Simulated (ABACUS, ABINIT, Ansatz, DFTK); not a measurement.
## One calculation of WS, 4 ways

```
W S
1.0
    -2.15647    2.15647    2.47473
     2.15647   -2.15647    2.47473
     2.15647    2.15647   -2.47473
W S
1 1
Direct
  0.50000 0.50000 0.00000
  0.00000 0.00000 0.00000
```

The cell comes from a database or a generator and needn't be the stable form of this composition.

Alike in all runs: task single point; functional PBE; k mesh 9 × 9 × 9; occupations fermi-dirac, width 0.05 eV; no spin polarisation; no spin-orbit coupling. Pressure is positive in compression and, in plane waves, holds the error of the finite cutoff, which Ansatz's Pulay term estimates and takes out.

```csv
program and potentials,plane-wave cutoff (eV),notes,pressure (GPa)
"ABINIT, JTH PAW PBE v2.0",544,-,-23.79
"Ansatz, Ansatz PAW (earlier soft set)",420,Pulay term of +0.03 GPa included,-23.62
"ABACUS, PseudoDojo NC SR 0.4.1 PBE standard, plane waves",1007,-,-23.61
"DFTK, PseudoDojo SR PBE 0.4.1 standard (PBE)",1007,-,-23.61
```

The pressure spans -23.79 (ABINIT, JTH PAW PBE v2.0) to -23.61 GPa (DFTK, PseudoDojo SR PBE 0.4.1 standard (PBE)). The cell lies far from this level's equilibrium.

The functional is the same throughout but for its coding, so the spread measures potentials, basis and numerics; runs on potential files found faulty are left out.
